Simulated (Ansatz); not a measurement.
The elements of this relaxed trial crystal are hidden behind letters.

```
lattice vectors (Å)
   4.3817    0.0000    0.0000
  -2.1909    3.7947    0.0000
   0.0000    0.0000   14.4417
fractional positions
X 0.3333 0.6667 0.4998
Z 0.6667 0.3333 0.2501
Z 0.6667 0.3333 0.7506
Z 0.3333 0.6667 0.0002
Q 0.6667 0.3333 0.4371
Q 0.6667 0.3333 0.9374
Q 0.3333 0.6667 0.1872
Q 0.3333 0.6667 0.6873
```

Method: DFT PBE, scalar-relativistic, plane waves, PAW in Ansatz 0.2.0. The final run on the 8-atom cell used 420 eV, a Γ-centred 12×12×4 mesh, 0.10 eV smearing and no spin polarisation.

```
Space group                                : P3m1 (No. 156)
Conventional cell                          : a = 4.382 Å, c = 14.442 Å
Volume per atom                            : 30.02 Å³
Density                                    : 5.00 g/cm³
Formation energy                           : −0.16 eV/atom
Gap on the 12×12×4 mesh of the 8-atom cell : 0 eV (the bands meet within 0.015 eV)
```

Energies are uncorrected and count from the elements' standard states at the same level.

Task: X is a p-block element of period 3, Z is a p-block element of period 4 and Q is a p-block element of period 5. Which elements are they?

Result: X = Al, Z = Ga, Q = Sb, so the formula is AlGa3Sb4. Density times volume gives a mean mass of 5.00 × 30.02/1.6605 = 90.4 u per atom, and this set has 90.4 u. Around Al lie 4 Sb at 2.69–2.71 Å; Ga on its first site is surrounded by 4 Sb at 2.69–2.70 Å; around Sb on its first site lie 3 Al at 2.69 Å and 1 Ga at 2.70 Å; 5 more sites not described. Other sets within the hints have nearly the same mass, so mass alone doesn't settle it; this one was computed.

These runs have no spin–orbit coupling, which can matter for Sb. The zero gap may come from the functional, which often closes small gaps. A later test with randomly moved atoms came back to the same energy, though modes that don't fit the test's cell weren't probed.
